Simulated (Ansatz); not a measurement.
Pd:
```xyz
1
Lattice="0.0000 1.9447 1.9447 1.9447 0.0000 1.9447 1.9447 1.9447 0.0000" Properties=species:S:1:pos:R:3 pbc="T T T"
Pd     0.0000     0.0000     0.0000
```

Relaxed with PBE+D3(BJ). Special points in fractions of this cell's reciprocal vectors: Γ (0.000, 0.000, 0.000); X (0.500, 0.000, 0.500); U (0.625, 0.250, 0.625); K (0.375, 0.375, 0.750); L (0.500, 0.500, 0.500); W (0.500, 0.250, 0.750).

Problem. List the band energies nearest the Fermi level at these points for plane-wave PAW PBE+D3(BJ) (Ansatz code).

Solution. In eV from the Fermi level; about four levels below and three above (degenerate sets whole), none deeper than 8.9 eV; … stands for higher levels left out; points with the same levels are listed once.

```json
[
 {"k": "Γ", "below": "-7.17 -2.86 -2.86 -2.86", "above": "…"},
 {"k": "X", "below": "-5.42 -5.13 -0.05", "above": "0.29 0.29 …"},
 {"k": "U", "below": "-4.17 -1.98 -0.96 -0.16", "above": "…"},
 {"k": "L", "below": "-2.90 -2.90 -0.02 -0.02", "above": "…"},
 {"k": "W", "below": "-4.35 -3.40 -3.40 -1.33", "above": "0.30 …"}
]
```

Space group Fm-3m (fcc (Cu type)). The PBE+D3(BJ) relaxation kept the symmetry of its start. No spin polarisation was allowed. The pairwise dispersion correction was not fitted to metals. Scalar-relativistic: spin–orbit coupling is off unless named, which matters more the heavier the elements.

Potentials: the later of the program's two PAW sets.
